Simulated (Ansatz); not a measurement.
# TeAs (Fm-3m): electronic heat capacity and spin susceptibility from the density of states

All numbers below come from DFT r2SCAN, scalar-relativistic, plane waves, PAW in Ansatz 0.2.0.

Plane waves to 500 eV, a k mesh through Γ of 12×12×12 on the computed 2-atom cell and Gaussian smearing (0.10 eV); no spin polarisation.

Relaxed cell: Fm-3m, a = 5.904 Å, b = 5.904 Å, c = 5.904 Å, α = 90.00°, β = 90.00°, γ = 90.00°, 2 atoms in the primitive cell. Whether it is the stable form of this composition wasn't checked.

The density of states at the Fermi level is 1.011 states/eV in the cell of 2 atoms (1 formula unit; both spins, tetrahedra on a 18×18×18 mesh).

Question: What Sommerfeld coefficient and Pauli susceptibility does this give?

Answer: Per formula unit N(E_F) = 1.011 states/eV. γ = (π²/3) k_B² N(E_F) N_A = 2.357 mJ/(mol K²) per state/eV, so γ = 2.4 mJ/(mol K²), a mole of formula units. χ_P = μ_B² N(E_F) N_A = 3.23×10⁻⁵ emu/mol per state/eV gives 3.3×10⁻⁵ emu/mol. This is the bare band result: a measured γ of the same phase is as a rule larger by a factor 1 + λ from phonons and spin fluctuations, the spin part of χ is larger by the Stoner factor, and a measured χ also holds orbital and core terms. N(E_F) at one energy is sensitive to the mesh where the density of states has sharp peaks.

Spin-orbit coupling is left out, which matters for the bands of heavy elements.

Cost: 1 run of about 0.65 core-minutes, on Arm Neoverse V1 (shared hosts).